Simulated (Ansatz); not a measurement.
# Profile along the Co–Co line in CoSn (CoSn type, space group P6/mmm)

CoSn (CoSn type, space group P6/mmm)

Space group P6/mmm (No. 191); a = b = 5.2940 Å, c = 4.2354 Å, α = β = 90.00°, γ = 120.00°

```tsv
atom	site	symmetry	x	y	z
Co	3f	mmm	0.0000	0.5000	0.0000
Sn	1a	6/mmm	0.0000	0.0000	0.0000
Sn	2d	-6m2	0.3333	0.6667	0.5000
```

Fields along a shortest Co–Co line of a (-1 1 0 0) plane (2.65 Å), from Co to Co, interpolated on the slice's grid (step about 0.3 Å). These are PBE (plane waves to 420 eV, PAW, scalar-relativistic; Ansatz, an electronic-structure program) values and carry that method's errors. k mesh 10×10×11. These are valence fields of a PAW run, semicore shells included where kept as valence: close to a nucleus they are smooth pseudo fields. CoSn is run without spin polarisation. CoSn was relaxed with its symmetry unable to fall.

```tsv
distance from Co (Å)	valence electron density (e/Å³)	electron localisation function
0.00	57.21	x
0.27	29.07	x
0.53	5.77	0.54
0.80	1.06	0.18
1.06	0.36	0.18
1.32	0.28	0.34
1.59	0.36	0.18
1.86	1.06	0.18
2.12	5.77	0.54
2.38	29.07	x
2.65	57.21	x
```

x: too close to a nucleus for the ELF to mean much.

Density on the Co–Co line (2.65 Å) at its midpoint: 0.28 e/Å³. ELF at that point: 0.34.
